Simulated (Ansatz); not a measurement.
The relaxed structure here is a generated cell of Rh: the first start was made by a random draw of sites in a space group, and the end was not matched to a known phase here, so it may be hypothetical. Known forms of Rh include space group No. 225.

A relaxed structure of Rh. Space group Pm-3m (No. 221), AFLOW prototype A_cP1_221_a (A_h). All values below come from PBEsol (plane waves to 420 eV, PAW, scalar-relativistic; Ansatz, a first-principles code).

```cif
data_Rh
_chemical_formula_sum 'Rh1'
_space_group_name_H-M_alt 'Pm-3m'
_space_group_IT_number 221
_space_group_name_Hall '-P 4 2 3'
_cell_length_a 2.49915
_cell_length_b 2.49915
_cell_length_c 2.49915
_cell_angle_alpha 90.000
_cell_angle_beta 90.000
_cell_angle_gamma 90.000
loop_
_atom_site_label
_atom_site_type_symbol
_atom_site_symmetry_multiplicity
_atom_site_Wyckoff_symbol
_atom_site_fract_x
_atom_site_fract_y
_atom_site_fract_z
_atom_site_occupancy
Rh1 Rh 1 b 0.50000 0.50000 0.50000 1
```

| Property | Value |
|---|---|
| Volume per atom | 15.61 Å³ |
| Band gap | no gap (metallic) |
| Shortest distances | Rh–Rh 2.50 Å |
| k-mesh | 18×18×18 |

No spin polarisation in the result.

The run could not lower the symmetry of its start; a shaken copy of this end point relaxes with PBEsol to I4/mmm (No. 139), 0.50 eV/atom lower.
